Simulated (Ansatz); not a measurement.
An Ansatz (a program for electronic structure) run. Input:

Ansatz 0.2 input:
```yaml
crystal:
  lattice:
    - [0.0, 3.1903159595, 3.1903159595]
    - [3.1903159595, 0.0, 3.1903159595]
    - [3.1903159595, 3.1903159595, 0.0]
  atoms:
    - { symbol: Ag, position: [0.5, 0.5, 0.5] }
    - { symbol: Ag, position: [0.75, 0.75, 0.75] }
    - { symbol: Be, position: [0.125, 0.125, 0.125] }
    - { symbol: Be, position: [0.625, 0.125, 0.125] }
    - { symbol: Be, position: [0.125, 0.125, 0.625] }
    - { symbol: Be, position: [0.125, 0.625, 0.125] }
kpoints:
  mp_grid: { grid: [8, 8, 8] }
  band_path:
    path:
      - [[0.0, 0.0, 0.0], [0.5, 0.0, 0.5], [0.625, 0.25, 0.625]]  # Γ-X-U
      - [[0.375, 0.375, 0.75], [0.0, 0.0, 0.0], [0.5, 0.5, 0.5], [0.5, 0.25, 0.75], [0.5, 0.0, 0.5]]  # K-Γ-L-W-X
    npoints: 12
hamiltonian:
  xc: r2scan
  pseudopotentials: { kind: paw }
magnetization: { noncollinear: true, spin_orbit: true }
scf:
  n_extra_bands: 12
  convergence: { dr2_threshold: 0.0000000001 }
  occupations: { method: gaussian, width: 0.05 }
output: { eigenvalues: true }
```

Output (shortened):

```
Pseudopotential: Ag, paw_fr, valence charge 19
Pseudopotential: Be, paw_fr, valence charge 2
Functional definition: r2SCAN
non-collinear run that drives no moment, with spin-orbit …
Crystal: 6 atoms, lattice volume = 64.943 Å³
Basis set: ecut = 500 eV, 1639 PW (Γ), exchange–correlation on 144×144×144 points (64 copies of the dense FFT grid, shifted against one another)
Bands: 58, of which v1, the nominal top of the filled ones, is band 46 counted from 1 (45 counted from 0)
Symmetry: 48 space group operations + 48 with time reversal
k-points: 29 of 512
Projection manifold: j_resolved (fully-relativistic pseudo-atomic orbitals)
SCF iter   1: F=—  HF=-15569.902800 eV  |F-HF|=—  |Δ(HF+E_count)|=         —  Δρ=1.36e-1  dr2=2.00e1  dr2_τ=1.26e-1  dr2_m=0.00e0 (ungated)  ethr=3.10e-3  |M|=0.00e0 ∫|m|=0.00e0 μB  |m|>n=0.0e0 m-floor=0.0e0 τ_xc=0.0e0  β_m=0.30  ⟨swp⟩=8.9  Hψ=4533  notcnv=0  defer=24
preconditioner: auto → Kerker (q_TF=auto, 2.576 Å⁻¹)
spin=Noncollinear: Kerker preconditioning applied to the charge; magnetization (m_x, m_y, m_z) channels mix plain (no charge-response kernel on spin).
SCF iter   2: F=—  HF=-15567.002296 eV  |F-HF|=—  |Δ(HF+E_count)|=    2.90e0  Δρ=6.13e-2  dr2=5.33e0  dr2_τ=1.48e-2  dr2_m=0.00e0 (ungated)  ethr=3.10e-3  |M|=0.00e0 ∫|m|=0.00e0 μB  |m|>n=0.0e0 m-floor=0.0e0 τ_xc=0.0e0  β_m=0.42  ⟨swp⟩=2.2  Hψ=1659  notcnv=0  defer=176
SCF iter   3: F=—  HF=-15565.890066 eV  |F-HF|=—  |Δ(HF+E_count)|=    1.11e0  Δρ=2.35e-2  dr2=6.74e-1  dr2_τ=2.91e-3  dr2_m=0.00e0 (ungated)  ethr=3.10e-3  |M|=0.00e0 ∫|m|=0.00e0 μB  |m|>n=0.0e0 m-floor=0.0e0 τ_xc=0.0e0  β_m=0.69  ⟨swp⟩=2.1  Hψ=1408  notcnv=0  defer=184
SCF iter   4: F=—  HF=-15565.717869 eV  |F-HF|=—  |Δ(HF+E_count)|=   1.72e-1  Δρ=9.46e-3  dr2=5.64e-2  dr2_τ=5.91e-4  dr2_m=0.00e0 (ungated)  ethr=1.46e-3  |M|=0.00e0 ∫|m|=0.00e0 μB  |m|>n=0.0e0 m-floor=0.0e0 τ_xc=0.0e0  β_m=0.85  ⟨swp⟩=2.6  Hψ=1439  notcnv=0  defer=184
SCF iter   5: F=—  HF=-15565.708180 eV  |F-HF|=—  |Δ(HF+E_count)|=   9.69e-3  Δρ=1.80e-3  dr2=2.06e-3  dr2_τ=2.14e-5  dr2_m=0.00e0 (ungated)  ethr=1.23e-4  |M|=0.00e0 ∫|m|=0.00e0 μB  |m|>n=0.0e0 m-floor=0.0e0 τ_xc=0.0e0  β_m=0.92  ⟨swp⟩=2.3  Hψ=1327  notcnv=0  defer=178
SCF iter   6: F=—  HF=-15565.708078 eV  |F-HF|=—  |Δ(HF+E_count)|=   1.03e-4  Δρ=4.69e-4  dr2=1.54e-4  dr2_τ=2.61e-6  dr2_m=0.00e0 (ungated)  ethr=4.47e-6  |M|=0.00e0 ∫|m|=0.00e0 μB  |m|>n=0.0e0 m-floor=0.0e0 τ_xc=0.0e0  β_m=0.96  ⟨swp⟩=2.0  Hψ=1406  notcnv=0  defer=178
SCF iter   7: F=—  HF=-15565.708060 eV  |F-HF|=—  |Δ(HF+E_count)|=   1.77e-5  Δρ=4.99e-5  dr2=2.74e-6  dr2_τ=2.96e-8  dr2_m=0.00e0 (ungated)  ethr=3.35e-7  |M|=0.00e0 ∫|m|=0.00e0 μB  |m|>n=0.0e0 m-floor=0.0e0 τ_xc=0.0e0  β_m=0.98  ⟨swp⟩=2.0  Hψ=1119  notcnv=0  defer=178
SCF iter   8: F=—  HF=-15565.708108 eV  |F-HF|=—  |Δ(HF+E_count)|=   4.79e-5  Δρ=1.00e-5  dr2=3.77e-8  dr2_τ=6.47e-10  dr2_m=0.00e0 (ungated)  ethr=5.95e-9  |M|=0.00e0 ∫|m|=0.00e0 μB  |m|>n=0.0e0 m-floor=0.0e0 τ_xc=0.0e0  β_m=0.99  ⟨swp⟩=2.0  Hψ=1214  notcnv=0  defer=178
SCF iter  10: F=-15565.708108 eV  HF=-15565.708108 eV  |F-HF|=1.09e-11  |Δ(HF+E_count)|=  2.00e-11  Δρ=1.78e-7  dr2=1.12e-11  dr2_τ=2.70e-13  dr2_m=0.00e0 (ungated)  ethr=1.00e-12  |M|=0.00e0 ∫|m|=0.00e0 μB  |m|>n=0.0e0 m-floor=0.0e0 τ_xc=0.0e0  ⟨swp⟩=8.6  Hψ=2735  notcnv=0
SCF 1 converged in 10 iterations: F = -15565.708108 eV  dr2 = 1.12e-11
NSCF: frozen V_eff on 74 k-points
SCF converged after 10 iterations
Magnetization: |M| = 0.0000 μB,  M = (+0.0000, +0.0000, +0.0000) μB
Absolute magnetization: 0.0000 μB (∫|m|)
  site 0: m = (+0.0000, +0.0000, +0.0000) μB, |m| = 0.0000 μB  (R = 1.09 Å)
  site 1: m = (+0.0000, +0.0000, +0.0000) μB, |m| = 0.0000 μB  (R = 1.09 Å)
  site 2: m = (+0.0000, +0.0000, +0.0000) μB, |m| = 0.0000 μB  (R = 0.93 Å)
  site 3: m = (+0.0000, +0.0000, +0.0000) μB, |m| = 0.0000 μB  (R = 0.93 Å)
  site 4: m = (+0.0000, +0.0000, +0.0000) μB, |m| = 0.0000 μB  (R = 0.93 Å)
  site 5: m = (+0.0000, +0.0000, +0.0000) μB, |m| = 0.0000 μB  (R = 0.93 Å)
Free energy (F): -15565.708108 eV
Harris-Foulkes:  -15565.708108 eV  (|F-HF|=1.09e-11)
Internal energy: -15565.706433 eV  (E = F + TS)
E sigma→0 (E₀):  -15565.707271 eV
Entropy (-TS):   -0.001675 eV (-0.279 meV/atom)
Fermi energy:    13.321953 eV
--- Per-component energies (eV) ---
  E_band       = -630.129293
  E_kinetic    = 1132.140982
  E_local      = -6078.263325  (includes V_loc(G=0)·N_el)
  E_nonlocal   = 170.506437
  E_hartree    = 2784.651533
  E_xc         = -433.542519
  E_vxc        = -618.012623  (∫ρ·V_xc dr)
  E_paw        = -8065.118460  (= ΣΔE_a)
  E_vpaw       = -848.189292  (= ΣTr[D̂ρ^β])
  E_aug_tail   = 0.000102  (compensation charges beyond the density's cutoff)
  E_vtau       = 42.385449  (kinetic-family band-sum trace: ∫τ·v_τ [+ j·A + Jᵃ·Aᵃ] dr)
  E_ewald      = -5075.013513
  E_core_change = -1.067671  (= ΣΔE_core)
  E_smearing   = -0.001675  (= −TS)
  E_closure    = 0.000000  (closes the sum)
  Σ components = -15565.708108   (vs F -15565.708108, Δ=0.00e0)
  [band-id]    e_kinetic+e_local+e_nonlocal+2·e_hartree+e_vxc+e_vpaw+e_augmentation_tail+e_vtau = -630.129204   (vs E_band -630.129293, Δ=8.92e-5)
--- Band table (eV; the first three rows and the last of 29) ---
  k-point 0: bands = ["-82.3044", "-82.3044", "-82.2816", "-82.2816", "-48.4013", "-48.4013", "-48.3367", "-48.3367", "-43.3893", "-43.3893", "-43.3893", "-43.3893", "-43.3012", "-43.3012", "-43.3012", "-43.3012", "2.7237", "2.7237", "6.2672", "6.2672", …
  k-point 1: bands = ["-82.3038", "-82.3038", "-82.2823", "-82.2823", "-48.3995", "-48.3995", "-48.3385", "-48.3385", "-43.3905", "-43.3905", "-43.3860", "-43.3860", "-43.3045", "-43.3045", "-43.3000", "-43.3000", "2.8921", "2.8921", "6.2552", "6.2552", …
  k-point 2: bands = ["-82.3020", "-82.3020", "-82.2840", "-82.2840", "-48.3947", "-48.3947", "-48.3436", "-48.3436", "-43.3935", "-43.3935", "-43.3769", "-43.3769", "-43.3136", "-43.3136", "-43.2971", "-43.2971", "3.3814", "3.3814", "6.2453", "6.2453", …
  k-point 28: bands = ["-82.2930", "-82.2930", "-82.2930", "-82.2930", "-48.3696", "-48.3696", "-48.3693", "-48.3693", "-43.3943", "-43.3943", "-43.3456", "-43.3456", "-43.3449", "-43.3449", "-43.2964", "-43.2964", "5.3172", "5.3172", "5.3420", "5.3420", …
```

Cost: very roughly 2.7 core-minutes on shared cores.

Space group Fd-3m (cubic Laves (MgCu2 type)). The workflow started from an entry of the Crystallography Open Database (COD). Its standing as an ambient phase is unchecked. The r²SCAN relaxation kept the symmetry of its start; whether a distortion lowers the energy is not shown. The run is not spin-polarised.

Potentials: the later of the program's two PAW sets.

Ansatz is a plane-wave DFT program.
